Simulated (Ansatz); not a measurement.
Two-dimensional C, first-principles data

C:
```xyz
2
Lattice="2.4545 0.0000 0.0000 -1.2272 2.1256 0.0000 0.0000 0.0000 26.0000" Properties=species:S:1:pos:R:3 pbc="T T F"
C      1.2272     0.7085    13.0000
C      0.0000     1.4171    13.0000
```
Free-standing layer in the xy plane with vacuum along z and no interaction between images.

Method: the program Ansatz at the r²SCAN+D4 level (PAW). Lattice and atoms are relaxed at this level; other levels are named.

Structure:

- In-plane lattice: a = 2.454 Å
- Distance between the outermost nuclei: 0.00 Å
- Exfoliation energy from the relaxed bulk parent: 21 meV/Å²

Electronic structure:

Electronic character: no gap, with almost no states at the Fermi level
Work function: 4.25 eV

Phonons:

* **Highest zone-centre frequency**: 1590 cm^-1
* **Dynamical stability at Γ**: no clearly imaginary mode

Space group P6/mmm (graphene). A layer that has been made, often on a substrate. It is flat by the symmetry kept. Symmetry was held in the r²SCAN+D4 relaxation. As this level gives no gap, phonon frequencies hold no LO–TO term and depend on the k-mesh and smearing (Fermi–Dirac, 0.1 eV here).

Potentials: the later of the program's two PAW sets.
